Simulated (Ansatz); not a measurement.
Two-dimensional strain map in Ir

Computed with DFT r2SCAN, scalar-relativistic, plane waves, PAW in Ansatz. The runs took a 500 eV cutoff, a Γ-centred 22×22×22 mesh and Gaussian smearing (0.15 eV). Spin–orbit coupling is left out, which can shift energies with elements as heavy as these. No spin polarisation. Energies are free energies at this smearing, counted from the undisturbed cell; pressure is positive in compression.

The undisturbed cell (as given, not relaxed at this level; it stands at 1.6 GPa):

```
CELL_PARAMETERS angstrom
0.00000 1.91970 1.91970
1.91970 0.00000 1.91970
1.91970 1.91970 0.00000
ATOMIC_POSITIONS crystal
Ir 0.00000 0.00000 0.00000
```

The cell is strained by p along both x and y and by q along z, fractional coordinates fixed. Points are written (p, q).

Energy above the undisturbed cell in meV/atom (a dash: not computed):

```csv
p \ q,-0.080,-0.040,0.000,0.040,0.080
-0.080,1394.8,956.1,686.9,549.0,508.9
-0.040,593.1,304.3,155.8,117.4,161.8
0.000,225.8,54.8,0.0,35.7,140.4
0.040,159.3,82.8,99.9,191.3,338.7
0.080,295.5,296.1,369.4,501.8,679.2
```

Pressure in GPa:

```csv
p \ q,-0.080,-0.040,0.000,0.040,0.080
-0.080,179.5,135.5,100.9,73.8,52.8
-0.040,97.7,65.5,40.6,21.5,7.0
0.000,42.8,19.4,1.6,-11.7,-21.5
0.040,6.5,-10.3,-22.9,-32.0,-38.4
0.080,-16.9,-28.8,-37.5,-43.5,-47.5
```